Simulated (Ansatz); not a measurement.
## Ionic part of the dielectric constant of NaI, mode by mode

Theory: DFT LDA, scalar-relativistic, plane waves, PAW (Ansatz 0.2.0). Settings: 420 eV plane-wave cutoff, Γ-centred 6×6×6 mesh, fixed occupations. No spin polarisation. Phonons by linear response, acoustic sum rule imposed.

The structure is cubic, space group Fm-3m (No. 225). Conventional cell: a = 6.261 Å, b = 6.261 Å, c = 6.261 Å, α = 90.00°, β = 90.00°, γ = 90.00°. Na (site symmetry m-3m) has 6 I at 3.13 Å as nearest neighbours. Around I (site symmetry m-3m) lie 6 Na at 3.13 Å.

Spin–orbit coupling is left out, which matters for heavy elements.

The primitive cell has V = 61.36 Å³ and ε∞,zz = 3.628. Each polar mode adds Δε = (4.92064×10⁷/V)·S/ν² along z, with S its oscillator strength in e²/amu, ν in cm⁻¹ and V in Å³.

Question: From these modes, find each Δε and ε0,zz.
| ν (cm⁻¹) | S_zz (e²/amu) |
| --- | --- |
| 130.7 | 0.06974 |

Answer:
```json
{"ν (cm⁻¹)": "130.7", "Δε": "3.28"}
```

The sum is 3.276, so ε0,zz = 6.90; the run's tensor has 6.90.

Question: Where do the longitudinal modes lie for a wave vector along z?

Answer: At 180 cm⁻¹. The Lyddane–Sachs–Teller product Π(ν_LO/ν_TO)² = 1.90 matches ε0/ε∞ = 1.90.

Cost: 1 run of about 0.79 core-minutes, on AMD EPYC 7R43 (Zen 3) (shared hosts).